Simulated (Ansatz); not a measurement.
Phonons of a relaxed structure of MgO by density-functional perturbation theory (low response-accuracy setting, no LO–TO term) at Γ and zone-boundary points with q components 0 or ½ of the primitive reciprocal vectors. Computed with r2SCAN (plane waves to 500 eV, PAW, scalar-relativistic; Ansatz, a first-principles code). Γ-centred k-mesh 10×10×10, Fermi–Dirac smearing 0.05 eV.

```yaml
crystal:
  lattice:
    - [0.00000, 2.10381, 2.10381]
    - [2.10381, 0.00000, 2.10381]
    - [2.10381, 2.10381, 0.00000]
  atoms:
    - { symbol: O, position: [0.00000, 0.00000, 0.00000] }
    - { symbol: Mg, position: [0.50000, 0.50000, 0.50000] }
```

Space group Fm-3m (No. 225), rock salt type.

```
q            wavenumbers (cm⁻¹; i marks imaginary)
-----------  -------------------------------------
Γ                                 0 (×3), 398 (×3)
L (½, 0, 0)           278 (×2), 366 (×2), 551, 580
X (½, ½, 0)           295 (×2), 427, 450 (×2), 558
```

### Question
What do these wavenumbers say about the structure?

### Answer
No instability shows at these points (nothing beyond 15i cm⁻¹, the threshold used here). Other wavevectors were not sampled, so this does not prove stability.

No spin polarisation in the result.
